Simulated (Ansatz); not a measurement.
CoLi$_{2}$Nb$_{4}$O$_{12}$:
```
CELL_PARAMETERS angstrom
     -5.20976     0.00000     0.00000
     -2.59369     2.13341     8.59338
     -2.59316     4.93343     0.00000
ATOMIC_POSITIONS crystal
  Co 0.18374 0.60297 0.03587
  Li 0.66847 0.11422 0.54407
  Li 0.91524 0.36100 0.80801
  Nb 0.75098 0.76055 0.74709
  Nb 0.24624 0.24247 0.25912
  Nb 0.50824 0.50367 0.49738
  Nb 0.99624 0.99764 0.99922
  O  0.15343 0.68254 0.63711
  O  0.65742 0.19028 0.11625
  O  0.63993 0.57287 0.74796
  O  0.13660 0.08204 0.22271
  O  0.77888 0.94699 0.85332
  O  0.27847 0.45118 0.36100
  O  0.75134 0.88840 0.41334
  O  0.21913 0.39208 0.93036
  O  0.74058 0.63178 0.16953
  O  0.21606 0.13971 0.67078
  O  0.28352 0.81528 0.97365
  O  0.78493 0.32119 0.49751
```
Starting moments (μB, in the order of the atoms Co Li Li Nb Nb Nb Nb O O O O O O O O O O O O): 2.5 0.0 0.0 0.0 0.0 0.0 0.0 0.0 0.0 0.0 0.0 0.0 0.0 0.0 0.0 0.0 0.0 0.0 0.0.

Relaxed with PBE.

Problem. Map the spin density (μB/Å³) on the plane through (0.246, 0.242, 0.259) spanned by u = [1, 1, 0] and v = [1, -1, 1] in lattice vectors, from the program Ansatz at the PBE level (PAW).

Solution. x is the fraction of u, y of v (the angle between them is 103°; rows are the nearest grid lines); atoms in the plane: Co at (0.15, 0.78), Li at (0.15, 0.28), Nb at (0.01, 0.49), Nb at (0.00, 0.00), O at (0.31, 0.23).
```
|0000000000000000000000000000000000000000|
|0000000000000000000000000000000000000000|
|0000000000000000000000000000000000000000|
|0000000000000000000000000000000000000000|
|0000012100000000000000000000000000000000|
|0000069300000000000000000000000000000000|
|0000022000000000000000000000000000000000|
|0000000000000000000000000000000000000000|
|0000000000000000000000000000000000000000|
|0000000000000000000000000000000000000000|
|0000000000000000000000000000000000000000|
|0000000000000000000000000000000000000000|
|0000000000000000000000000000000000000000|
|0000000000000000000000000000000000000000|
|0000000000000000000000000000000000000000|
|0000000000000000000000000000000000000000|
|0000000000000000000000000000000000000000|
|0000000000000000000000000000000000000000|
|0000000000000000000000000000000000000000|
|0000000000000000000000000000000000000000|
|0000000000000000000000000000000000000000|
|0000000000000000000000000000000000000000|
|0000000000000000000000000000000000000000|
|0000000000000000000000000000000000000000|
```
Scale: ten equal steps from -0.010 (start of '0') to 8.90 (end of '9'), in the order '0123456789'; x runs from 0.000 to 1.00, y from 0.000 (bottom) to 1.00 (top).

The density is the valence pseudo-density with augmentation charge, so density and ELF within about 1 Å of a nucleus are not all-electron values.

Space group P1. The start of the workflow was typed in or built on a structure type; neither database checked (COD, Materials Project) lists it. Its standing as an ambient phase is unchecked. The PBE relaxation kept the symmetry of its start; whether a distortion lowers the energy is not shown. The final state is ferromagnetic, the only order run, not a proven ground state. No Hubbard U is applied.

Potentials: the later of the program's two PAW sets.
